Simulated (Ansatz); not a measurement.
## ScHg: elastic constants from stress and strain

```xyz
2
Lattice="3.4800 0.0000 0.0000 0.0000 3.4800 0.0000 0.0000 0.0000 3.4800" Properties=species:S:1:pos:R:3 pbc="T T T"
Sc    1.7400    1.7400    1.7400
Hg    0.0000    0.0000    0.0000
```

Atoms are numbered in the order listed.

The cell is COD entry 1522352, as deposited and not checked against the literature; nothing was relaxed.

Spin polarisation is left out, and whether a magnetic state lies lower isn't shown here.

No spin–orbit coupling, which matters for the heavy atoms here.

The calculation used DFT, PBEsol, all-electron LAPW, scalar-relativistic (Ansatz 0.2.0).

Settings: a Γ-centred 12×12×12 k mesh, Fermi–Dirac smearing of 0.08 eV, basis error target 0.5 meV/atom, no spin polarisation.

The unstrained cell is at -0.92 GPa. Large strains and very small stresses are left out. Each strain is applied once, with fractional coordinates held (clamped ions), and σ below is the change of stress, positive in tension. One finite strain gives stress–strain coefficients at this pressure with an error of the order of the strain times third-order constants, a few per cent for each per cent of strain. In a metal the k mesh adds noise of tens of per cent to soft shears.

**Question.** With equal xy, yz and zx engineering shear strains of -1 %, the run gives σxy = -0.54 GPa and γxy = 2εxy = -0.0100. Which stiffness follows?

**Answer.** C44 (clamped ions) = σxy/γxy = 54 GPa.

**Question.** Estimate the stiffness probed by this change, and the stress that it gives: equal xy, yz and zx engineering shear strains of +1 %.

**Answer.** σxy = 0.50 GPa and γxy = 2εxy = 0.0100, so C44 (clamped ions) = σxy/γxy = 50 GPa.

**Question.** The two estimates of C44 (clamped ions) differ. Why, and which value is best?

**Answer.** Finite strains add third-order terms, and in a metal the k mesh adds noise; two strains on one mesh can't tell these apart, so neither value is shown to be the better.
